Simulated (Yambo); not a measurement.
Material: BaO2 (space group I4/mmm, No. 139) under isotropic strain of +2 % on all lattice vectors; a = b = c = 4.387 Å, α = β = 128.00°, γ = 76.63° (3 atoms in the cell). The PBEsol cell relaxed from Materials Project entry mp-1105 was given an isotropic strain of +2 % on all lattice vectors, and the atoms were relaxed again.

With norm-conserving PBEsol (Quantum ESPRESSO, 84 Ry, without SOC), the gap between the mesh's edge points (Z → Z) is 2.072 eV.

Q: Estimate the G0W0 gap between the same points from Yambo (4×4×4 Γ-centred k mesh, 94 bands and a 8 Ry block in the screening, 94 bands in G with the Bruneval-Gonze terminator, plasmon pole fitted at 27.2 eV).

A: The correction is 1.679 eV, giving 3.751 eV, 1.8 times the PBEsol value.  Convergence of the G0W0 settings was not tested.
